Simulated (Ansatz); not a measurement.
**Fitting the PBE energy curve of NbSi**

The structure is cubic, space group Pm-3m (No. 221). Conventional cell: a = 3.156 Å, b = 3.156 Å, c = 3.156 Å, α = 90.00°, β = 90.00°, γ = 90.00°. Nb (site symmetry m-3m) is surrounded by 8 Si at 2.73 Å. Around Si (site symmetry m-3m) lie 8 Nb at 2.73 Å.

The cell comes from a database or a generator and needn't be the stable form of this composition.

The cell was scaled at fixed shape and fractions and run with Ansatz, Ansatz PAW (earlier soft set), cutoff 420 eV; PBE, k mesh 8 × 8 × 8 on the cell of 2 atoms, fermi-dirac occupations of 0.05 eV, no spin polarisation, no spin-orbit coupling. Energies are those that the program minimises, any entropy of the smearing included. For a metal such a mesh isn't converged to the digits shown.

```tsv
V (Å³/atom)	energy over the lowest row (meV/atom)
14.7805	32.93
15.0950	13.98
15.4095	?
15.7240	0.00
16.0385	3.39
16.3529	12.71
16.6674	27.29
```

Question: Fit the third-order Birch-Murnaghan form, give V0, B0 and B′, and predict the energy left open.

Answer: With y = (V0/V)^(2/3), E = E0 + (9 V0 B0/16) [(y - 1)³ B′ + (y - 1)² (6 - 4y)]. Least squares through the rows shown give V0 = 15.7157 Å³/atom, E0 = 0.02 meV, B0 = 169.2 GPa (1 eV/Å³ = 160.218 GPa) and B′ = 4.57, with a largest miss of 0.02 meV. At V = 15.4095 the form with these constants gives 3.29 meV; the run gave 3.27 meV an atom.
